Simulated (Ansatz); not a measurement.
TaCo₃:
```xyz
4
Lattice="3.6188 0.0000 0.0000 0.0000 3.6188 0.0000 0.0000 0.0000 3.6188" Properties=species:S:1:pos:R:3 pbc="T T T"
Co     0.0000     1.8094     1.8094
Co     1.8094     0.0000     1.8094
Co     1.8094     1.8094     0.0000
Ta     0.0000     0.0000     0.0000
```
The run is spin-polarised; directions of the spins, atom by atom: ↑ ↑ ↑ ↓.

Relaxed with r²SCAN.

Q: Give the Bader charges and basin volumes of the independent atoms, r²SCAN (plane waves, PAW; program Ansatz).

A: 

```json
[
 {"atom": "Co1", "Bader charge (e)": "-0.42", "Bader volume (Å³)": "11.7"},
 {"atom": "Ta4", "Bader charge (e)": "+1.26", "Bader volume (Å³)": "12.3"}
]
```

Space group Pm-3m (Cu3Au type). The workflow started from an entry of the Crystallography Open Database (COD), which files this formula under 2 space groups. Its standing as an ambient phase is unchecked. Symmetry was held in the r²SCAN relaxation, as lowered by the spin order; whether a distortion lowers the energy is not shown. Magnetic state: ferrimagnetic, chosen from 5 collinear starts compared on coarse meshes (ties went to the first, and starts can fall back to one state), not a proven ground state. Other orbital occupations within this spin state were not tried. Scalar-relativistic: spin–orbit coupling is off unless named, which matters more the heavier the elements.

Potentials: the later of the program's two PAW sets.
